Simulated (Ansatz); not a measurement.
Sb (A7 (α-As type), R-3m) at seven volumes, the program Ansatz at the PBEsol level (PAW), shape and atoms relaxed at each. One row is withheld.

```json
[
 {"V (Å³/atom)": "27.145", "P (GPa)": "5.21"},
 {"V (Å³/atom)": "28.040", "P (GPa)": "3.16"},
 {"V (Å³/atom)": "28.935", "P (GPa)": "1.44"},
 {"V (Å³/atom)": "29.829", "P (GPa)": "0.00"},
 {"V (Å³/atom)": "30.724", "P (GPa)": "-1.18"},
 {"V (Å³/atom)": "31.619", "P (GPa)": "?"},
 {"V (Å³/atom)": "32.514", "P (GPa)": "-2.77"}
]
```

Problem. Fit the shown pressures and predict the withheld one.

Solution. P = (3/2)B₀(x^(7/2) − x^(5/2))[1 + (3/4)(B′ − 4)(x − 1)] with x = (V₀/V)^(2/3). Least squares on the six rows gives V₀ = 29.837 Å³/atom, B₀ = 41.9 GPa, B′ = 5.90. At V = 31.619, x = 0.9621 and P = -2.05 GPa. The run itself gave -2.07 GPa.

The cell was relaxed with PBEsol under the symmetry of its start. Scalar-relativistic: spin–orbit coupling is off unless named, which matters more the heavier the elements.

Potentials: the later of the program's two PAW sets.
